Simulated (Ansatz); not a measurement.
Values for one crystal, relaxed and computed with plane-wave PAW LDA (Ansatz code); other levels are named.

- Volume per atom = 16.41 Å³
- Band gap = 1.30 eV (indirect)
- Zero-point energy = 60.4 meV/atom
- Bulk modulus (Birch–Murnaghan fit) = 141 GPa
- Valence-band maximum = at Γ
- Pressure derivative B′ = 4.3
- Electron effective mass = 0.24, 0.42, 1.0 mₑ (principal values)

Task: Which of these materials gives this?
A. Si4P4Os, P1 (Pearson symbol aP9)
B. LiCSN, Pnma (Li on 4c, C on 4c, S on 4c, N on 4c)
C. Sr2Si, Pnma (Sr on 4c, Sr on 4c, Si on 4c)
D. SiC, wurtzite

Result: A, Si4P4Os, P1 (Pearson symbol aP9)

The workflow started from a Materials Project entry (that database holds measured and hypothetical structures alike); the Crystallography Open Database copy checked does not list it. With Si and P taken as one species the cell has the higher symmetry P-1, so it may be an ordered model of a mixed-site phase. Whether it is the stable phase at ambient conditions was not checked. The cell was relaxed with LDA under the symmetry of its start; phonons on a q-mesh show no instability. No spin polarisation was allowed. Spin–orbit coupling is left out wherever it is not named.

Potentials: the later of the program's two PAW sets.
